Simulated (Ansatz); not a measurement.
Ca(MgBi)$_{2}$ (space group P-3m1)

```yaml
crystal:
  lattice:
    - [4.73465, 0.00000, 0.00000]
    - [-2.36733, 4.10033, 0.00000]
    - [0.00000, 0.00000, 7.59767]
  atoms:
    - { symbol: Ca, position: [0.00000, 0.00000, 0.00000] }
    - { symbol: Mg, position: [0.66667, 0.33333, 0.37108] }
    - { symbol: Mg, position: [0.33333, 0.66667, 0.62892] }
    - { symbol: Bi, position: [0.33333, 0.66667, 0.23711] }
    - { symbol: Bi, position: [0.66667, 0.33333, 0.76289] }
```

The slice is a (0001) plane (indices of the conventional cell) through the point (0.667, 0.333, 0.763) (fractional), spanned by u = [110] and v = [1 -1 0] in vectors of this cell: u (4.73 Å) and v (8.20 Å, at 90° to u). It covers one period; positions are fractions (u, v).

These are PBEsol (plane waves to 420 eV, PAW, scalar-relativistic; Ansatz, an electronic-structure program) values and carry that method's errors. k mesh 11×11×6. Near the nuclei the fields are pseudised (PAW); where an atom keeps semicore shells as valence, they peak there. Ca(MgBi)2 was relaxed with its symmetry unable to fall. Spin-orbit coupling is left out, though Bi is heavy.

Task: Sketch the electron localisation function (ELF) on this plane as a map.

Result: 
```tsv
v \ u	0.00	0.12	0.25	0.38	0.50	0.62	0.75	0.88
0.93	0.23	0.42	0.52	0.40	0.13	0.40	0.52	0.42
0.86	0.48	0.54	0.53	0.18	0.05	0.18	0.53	0.54
0.79	0.60	0.53	0.28	0.12	0.08	0.12	0.28	0.53
0.71	0.06	0.15	0.33	0.43	0.47	0.43	0.33	0.15
0.64	0.03	0.18	0.62	0.53	0.46	0.53	0.62	0.18
0.57	0.18	0.53	0.57	0.42	0.23	0.42	0.57	0.53
0.50	0.24	0.52	0.48	0.24	x	0.24	0.48	0.52
0.43	0.13	0.40	0.52	0.42	0.23	0.42	0.52	0.40
0.36	0.05	0.18	0.53	0.54	0.48	0.54	0.53	0.18
0.29	0.08	0.12	0.28	0.53	0.60	0.53	0.28	0.12
0.21	0.47	0.43	0.33	0.15	0.06	0.15	0.33	0.43
0.14	0.46	0.53	0.62	0.18	0.03	0.18	0.62	0.53
0.07	0.23	0.42	0.57	0.53	0.18	0.53	0.57	0.42
0.00	x	0.24	0.48	0.52	0.24	0.52	0.48	0.24
```

Values: electron localisation function (ELF). Points within 0.5 Å of a nucleus are blanked (x), as the pseudised field means little there.
